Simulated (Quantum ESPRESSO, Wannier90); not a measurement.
Wannierisation of RbBr (rock salt)

```
begin unit_cell_cart
ang
    0.0000000000    3.4559500000    3.4559500000
    3.4559500000    0.0000000000    3.4559500000
    3.4559500000    3.4559500000    0.0000000000
end unit_cell_cart
begin atoms_frac
Rb   0.0000000000  0.0000000000  0.0000000000
Br   0.5000000000  0.5000000000  0.5000000000
end atoms_frac
```

Materials Project entry mp-22867; symmetrised, unrelaxed at this level. COD (Crystallography Open Database) has an entry of this formula and space group (matched by these alone). Computed values, not measurements, from PBEsol: Quantum ESPRESSO (norm-conserving PseudoDojo potentials, cutoff 37 Ry, spinors with spin-orbit coupling) on a Γ-centred 6×6×6 mesh, then Wannier90. Density: 8×8×8 mesh, cold smearing 0.01 Ry.

Bands 3-4,11-16 form an isolated set from -12.37 to 0.00 eV relative to the valence-band maximum (on the path) and are turned into 8 Wannier functions by minimising the spread from the start: SCDM (isolated). Bands 5–6 (Rb 4p 98 %), 7–10 (Rb 4p 98 %) lie between the kept ones and are excluded.

Centres (Cartesian, Å; one of the equivalent choices) and spreads:

```json
[
 {"n": "1", "x": "-0.262", "y": "-3.187", "z": "0.284", "spread (Å²)": "1.496", "nearest atom": "Br2"},
 {"n": "2", "x": "0.261", "y": "-0.293", "z": "-3.197", "spread (Å²)": "1.496", "nearest atom": "Br2"},
 {"n": "3", "x": "-0.281", "y": "3.207", "z": "-0.284", "spread (Å²)": "1.496", "nearest atom": "Br2"},
 {"n": "4", "x": "3.194", "y": "-0.274", "z": "0.279", "spread (Å²)": "1.496", "nearest atom": "Br2"},
 {"n": "5", "x": "-0.281", "y": "0.253", "z": "3.177", "spread (Å²)": "1.496", "nearest atom": "Br2"},
 {"n": "6", "x": "0.282", "y": "3.188", "z": "-0.264", "spread (Å²)": "1.496", "nearest atom": "Br2"},
 {"n": "7", "x": "0.282", "y": "0.273", "z": "3.197", "spread (Å²)": "1.496", "nearest atom": "Br2"},
 {"n": "8", "x": "-3.195", "y": "-3.167", "z": "-3.192", "spread (Å²)": "1.496", "nearest atom": "Br2"}
]
```

Ω_I = 10.24 Å², Ω_total = 11.97 Å²; the interpolated bands follow pw.x to 0.2 meV rms on the path. It is the lowest total spread that any start reached here.
